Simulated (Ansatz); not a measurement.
Problem. Monolayer Te₂Mo (1T′, P2_1/m in the vacuum cell, 6 atoms) is relaxed with the program Ansatz at the LDA level (PAW). What in-plane lattice and thickness result?

Solution. a = 3.355 Å, b = 6.269 Å; 4.09 Å between the outermost nuclei.

Electronic character: metallic. Work function: 4.68 eV.

A layer that has been made, often on a substrate. Symmetry was held in the LDA relaxation; whether a distortion lowers the energy is not shown. The run is not spin-polarised. Scalar-relativistic: spin–orbit coupling is off unless named, which matters more the heavier the elements.

Potentials: the later of the program's two PAW sets.
